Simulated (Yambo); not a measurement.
```
CELL_PARAMETERS angstrom
      0.00000     2.71366     2.71366
      2.71366     0.00000     2.71366
      2.71366     2.71366     0.00000
ATOMIC_POSITIONS crystal
  Al 0.00000 0.00000 0.00000
  P  0.25000 0.25000 0.25000
```

AlP (zinc blende, space group F-43m, No. 216): mean Im ε in 1 eV windows above the direct gap of 4.26 eV, for different electron-hole kernels (Yambo, broadening 0.15 eV, norm-conserving LDA (Quantum ESPRESSO, 48 Ry, no spin-orbit coupling) bands; 10×10×10 mesh, 3 valence and 4 conduction bands, static screening with 18 bands and a 4 Ry block, scissor 1.02 eV, Tamm-Dancoff; field along x).

| window (eV) | independent quasiparticles | BSE |
|---|---|---|
| 4.3 to 5.3 | 14 | 27 |
| 5.3 to 6.3 | 20 | 11 |
| 6.3 to 7.3 | 13 | 6.3 |
| 7.3 to 8.3 | 5.3 | 3.6 |

This run doesn't resolve bound excitons or single peaks, so only averages are given, and they too depend on the mesh; weight that the attraction moves below the gap isn't listed. All transitions below 8.70 eV are in the band window. The scissor comes from a G0W0 run whose convergence isn't established.

Geometry relaxed with LDA.
